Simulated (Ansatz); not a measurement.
AlP:
```xyz
2
Lattice="0.0000 2.7536 2.7536 2.7536 0.0000 2.7536 2.7536 2.7536 0.0000" Properties=species:S:1:pos:R:3 pbc="T T T"
Al     0.0000     0.0000     0.0000
P      1.3768     1.3768     1.3768
```

Relaxed with PBE. Special points in fractions of this cell's reciprocal vectors: Γ (0.000, 0.000, 0.000); X (0.500, 0.000, 0.500); U (0.625, 0.250, 0.625); K (0.375, 0.375, 0.750); L (0.500, 0.500, 0.500); W (0.500, 0.250, 0.750).

Q: List the band energies nearest the valence-band maximum at these points for DFT-PBE in the program Ansatz with PAW potentials.

A: In eV from the valence-band maximum; about four levels below and three above (degenerate sets whole), none deeper than 8.9 eV; points with the same levels are listed once.

| k | below | above |
|---|---|---|
| Γ | 0.00 0.00 0.00 | 3.09 4.53 4.53 4.53 |
| X | -5.22 -2.05 -2.05 | 1.63 2.48 10.84 10.84 |
| U | -4.94 -3.31 -1.68 | 2.46 5.07 8.35 |
| L | -5.41 -0.75 -0.75 | 2.72 4.81 4.81 |
| W | -4.85 -3.07 -2.72 | 4.32 5.81 6.12 |

Space group F-43m (zinc blende). Symmetry was held in the PBE relaxation.

Potentials: the earlier of the program's two PAW sets.
